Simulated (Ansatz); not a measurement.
A relaxation computed with Ansatz, from input to last step.

```yaml
crystal:
  lattice:
    - [3.579445, -3.227645, 0.0]
    - [3.579445, 3.227645, 0.0]
    - [-0.7818911305, 0.0, 4.0025240002]
  atoms:
    - { symbol: H, position: [0.27, 0.27, 0.5475] }
    - { symbol: H, position: [0.73, 0.73, 0.4525] }
    - { symbol: H, position: [0.217, 0.4854, 0.2281] }
    - { symbol: H, position: [0.5146, 0.783, 0.7719] }
    - { symbol: H, position: [0.783, 0.5146, 0.7719] }
    - { symbol: H, position: [0.4854, 0.217, 0.2281] }
    - { symbol: C, position: [0.0787, 0.0787, 0.0839] }
    - { symbol: C, position: [0.9213, 0.9213, 0.9161] }
    - { symbol: C, position: [0.2732, 0.2732, 0.281] }
    - { symbol: C, position: [0.7268, 0.7268, 0.719] }
basis:
  ecutwfc: 420
kpoints:
  mp_grid: { grid: [6, 6, 6] }
hamiltonian:
  xc: pbe
  dispersion: d3bj
scf:
  occupations: { method: gaussian, width: 0.02 }
output:
  forces: true
  stress: true
  eigenvalues: true
relax:
  adjacent_minimum: "off"
  f_tol: 0.01
  max_steps: 40
```

```bash
ansatz run input.yaml --threads 2 --pin off --max-ram 5120MiB --backend cpu --events-out ev --progress --plain --runs-dir out
```

Method: Ansatz 0.2.0, DFT PBE+D3(BJ), scalar-relativistic, plane waves, PAW.

Of 5 frames 5 are shown, positions in Å and forces in eV/Å; the SCF threshold varies from step to step.

```xyz
10
Lattice="3.5794 -3.2276 0.0000 3.5794 3.2276 0.0000 -0.7819 0.0000 4.0025" Properties=species:S:1:pos:R:3:forces:R:3 pbc="T T T" step=1 free_energy_over_end_meV_per_atom=5.87
H     1.5048    0.0000    2.1914   -0.0455    0.0000    0.2080
H     4.8722    0.0000    1.8111    0.0455    0.0000   -0.2080
H     2.3359    0.8663    0.9130    0.4132    0.7147   -0.1617
H     4.0411    0.8663    3.0895   -0.4132    0.7147    0.1617
H     4.0411   -0.8663    3.0895   -0.4132   -0.7147    0.1617
H     2.3359   -0.8663    0.9130    0.4132   -0.7147   -0.1617
C     0.4978    0.0000    0.3358    1.4794    0.0000    0.8849
C     5.8792    0.0000    3.6667   -1.4794    0.0000   -0.8849
C     1.7361    0.0000    1.1247   -1.1291    0.0000   -0.0604
C     4.6409    0.0000    2.8778    1.1291    0.0000    0.0604
10
Lattice="3.5794 -3.2276 0.0000 3.5794 3.2276 0.0000 -0.7819 0.0000 4.0025" Properties=species:S:1:pos:R:3:forces:R:3 pbc="T T T" step=2 free_energy_over_end_meV_per_atom=0.62
H     1.4928    0.0000    2.2013    0.0052    0.0000    0.0714
H     4.8842    0.0000    1.8012   -0.0052    0.0000   -0.0714
H     2.3356    0.8835    0.9188    0.1446    0.2075   -0.0408
H     4.0414    0.8835    3.0837   -0.1446    0.2075    0.0408
H     4.0414   -0.8835    3.0837   -0.1446   -0.2075    0.0408
H     2.3356   -0.8835    0.9188    0.1446   -0.2075   -0.0408
C     0.5024    0.0000    0.3405    0.2428    0.0000    0.0852
C     5.8746    0.0000    3.6620   -0.2428    0.0000   -0.0852
C     1.7304    0.0000    1.1313   -0.4494    0.0000   -0.0645
C     4.6466    0.0000    2.8712    0.4494    0.0000    0.0645
10
Lattice="3.5794 -3.2276 0.0000 3.5794 3.2276 0.0000 -0.7819 0.0000 4.0025" Properties=species:S:1:pos:R:3:forces:R:3 pbc="T T T" step=3 free_energy_over_end_meV_per_atom=0.05
H     1.4941    0.0000    2.1999    0.0156    0.0000    0.0015
H     4.8829    0.0000    1.8027   -0.0156    0.0000   -0.0015
H     2.3381    0.8899    0.9133    0.0155   -0.0038    0.0062
H     4.0389    0.8899    3.0892   -0.0155   -0.0038   -0.0062
H     4.0389   -0.8899    3.0892   -0.0155    0.0038   -0.0062
H     2.3381   -0.8899    0.9133    0.0155    0.0038    0.0062
C     0.5038    0.0000    0.3391    0.0799    0.0000   -0.0041
C     5.8732    0.0000    3.6635   -0.0799    0.0000    0.0041
C     1.7280    0.0000    1.1267   -0.0828    0.0000   -0.0198
C     4.6490    0.0000    2.8758    0.0828    0.0000    0.0198
10
Lattice="3.5794 -3.2276 0.0000 3.5794 3.2276 0.0000 -0.7819 0.0000 4.0025" Properties=species:S:1:pos:R:3:forces:R:3 pbc="T T T" step=4 free_energy_over_end_meV_per_atom=0.02
H     1.4963    0.0000    2.1992    0.0046    0.0000   -0.0003
H     4.8807    0.0000    1.8033   -0.0046    0.0000    0.0003
H     2.3398    0.8893    0.9128    0.0005   -0.0075    0.0034
H     4.0372    0.8893    3.0898   -0.0005   -0.0075   -0.0034
H     4.0372   -0.8893    3.0898   -0.0005    0.0075   -0.0034
H     2.3398   -0.8893    0.9128    0.0005    0.0075    0.0034
C     0.5047    0.0000    0.3383    0.0128    0.0000   -0.0387
C     5.8723    0.0000    3.6643   -0.0128    0.0000    0.0387
C     1.7278    0.0000    1.1255   -0.0210    0.0000   -0.0036
C     4.6492    0.0000    2.8770    0.0210    0.0000    0.0036
10
Lattice="3.5794 -3.2276 0.0000 3.5794 3.2276 0.0000 -0.7819 0.0000 4.0025" Properties=species:S:1:pos:R:3:forces:R:3 pbc="T T T" step=5 free_energy_over_end_meV_per_atom=0.00
H     1.4992    0.0000    2.1963   -0.0068    0.0000   -0.0041
H     4.8778    0.0000    1.8062    0.0068    0.0000    0.0041
H     2.3419    0.8888    0.9098    0.0028   -0.0005    0.0021
H     4.0351    0.8888    3.0927   -0.0028   -0.0005   -0.0021
H     4.0351   -0.8888    3.0927   -0.0028    0.0005   -0.0021
H     2.3419   -0.8888    0.9098    0.0028    0.0005    0.0021
C     0.5074    0.0000    0.3339    0.0039    0.0000    0.0012
C     5.8696    0.0000    3.6686   -0.0039    0.0000   -0.0012
C     1.7293    0.0000    1.1223    0.0007    0.0000   -0.0059
C     4.6477    0.0000    2.8802   -0.0007    0.0000    0.0059
```

It took 10 s on 2 threads of Intel(R) Xeon(R) Platinum 8488C (Sapphire Rapids), with other jobs on the host, peak memory 0.48 GiB.